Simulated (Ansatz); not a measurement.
**CS2: changing the strain (εzz = s)**

```
CELL_PARAMETERS angstrom
3.64579 -2.99431 0.00000
3.64579 2.99431 0.00000
0.00000 0.00000 9.85126
ATOMIC_POSITIONS crystal
S 0.18152 0.81848 0.88687
S 0.31848 0.68152 0.38687
S 0.68152 0.31848 0.61313
S 0.81848 0.18152 0.11313
C 0.50000 0.50000 0.50000
C 0.00000 0.00000 0.00000
```

The cell comes from a database or a generator and needn't be the stable form of this composition.

Kept alike: task single point; functional PBEsol; k mesh 5 × 5 × 3; occupations fermi-dirac, width 0.05 eV; no spin polarisation. Program: Ansatz, Ansatz PAW, cutoff 420 eV. The mesh is that of the run's cell of 6 atoms. No spin-orbit coupling.

```csv
s,free energy over the lowest row (meV/atom)
-0.04,18.78
-0.02,?
-0.01,1.18
0,0.00
0.01,1.06
0.02,4.30
0.04,17.03
```

The cell shown is the unstrained one; x, y and z are its Cartesian axes; atoms keep their fractions. All rows use potentials made for PBE.

Problem. Fit the rows shown and predict the run at -0.02.

Solution. A least-squares parabola through the rows shown is free energy = 11172.4 s² - 19.88 s + 0.049 (largest miss 0.185); at s = -0.02 it gives 4.92 meV/atom. The run gave: free energy over the lowest row 4.64 meV/atom.
